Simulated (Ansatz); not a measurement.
Input and command of a plane-wave DFT calculation in Ansatz:

```yaml
crystal:
  lattice:
    - [2.2622621274, 1.3061176482, 3.8842990891]
    - [-2.2622621274, 1.3061176482, 3.8842990891]
    - [0.0, -2.6122352964, 3.8842990891]
  atoms:
    - { symbol: Bi, position: [0.2366973713, 0.2366973713, 0.2366973713] }
    - { symbol: Bi, position: [0.7633026287, 0.7633026287, 0.7633026287] }
basis:
  ecutwfc: 420
kpoints:
  mp_grid: { grid: [12, 12, 12] }
  band_path:
    path:
      - [[0.0, 0.0, 0.0], [0.5, 0.5, 0.5], [0.75795474, 0.24204526, 0.5]]
      - [[0.5, -0.24204526, 0.24204526], [0.5, 0.0, 0.0], [0.0, 0.0, 0.0], [0.37102263, -0.37102263, 0.0]]
      - [[0.62897737, 0.0, 0.37102263], [0.5, 0.0, 0.5], [0.0, 0.0, 0.0]]
    npoints: 14
hamiltonian:
  xc: pbesol
scf:
  occupations: { method: gaussian, width: 0.1 }
  n_extra_bands: 6
output:
  forces: true
  stress: true
  eigenvalues: true
  populations: true
  dos: { projected: true, de: 0.02, nscf_kmesh: { grid: [18, 18, 18] } }
  bader: true
```

```bash
ansatz run input.yaml --threads 1 --pin off --max-ram 2560MiB --backend cpu --events-out ev --progress --plain --runs-dir out
```

Processor: Arm Neoverse V2, 1 thread, on a host shared with other jobs.

Q: How long does it run, and how much memory does it take?

A: About 57 s on 1 thread of Arm Neoverse V2, on a shared host, peak memory 0.7 GiB. It solves 21 bands at 189 k points (the mesh reduced by the symmetry that the task leaves, which can be less than the crystal's) with about 1333 plane waves, in 7 SCF iterations.
